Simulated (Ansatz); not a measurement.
Q: Each is relaxed and computed with DFT-r²SCAN in the program Ansatz with PAW potentials. Which is the only metal?
A) BP, wurtzite
B) ZrB2, P6_3/mmc (Zr on 2c, B on 4f)
C) BAs, zinc blende
D) B2CO, P-4m2 (B on 2g, C on 1a, O on 1c)

A: B, ZrB2, P6_3/mmc (Zr on 2c, B on 4f). ZrB2: metal; BAs: gap 1.37 eV (indirect); B2CO: gap 2.19 eV (indirect); BP: gap 1.19 eV (indirect). Typed or built starts, not in the databases checked: ZrB2, P6_3/mmc (Zr on 2c, B on 4f); B2CO, P-4m2 (B on 2g, C on 1a, O on 1c). Not the usual ambient phase: ZrB2, P6_3/mmc (Zr on 2c, B on 4f); BP, wurtzite. All cells were relaxed under the symmetry of their starts (and spin orders); stability against distortions was not tested throughout. Rows with no word on spin ran without spin polarisation. Spin–orbit coupling is left out wherever it is not named.

Potentials: the earlier of the program's two PAW sets.
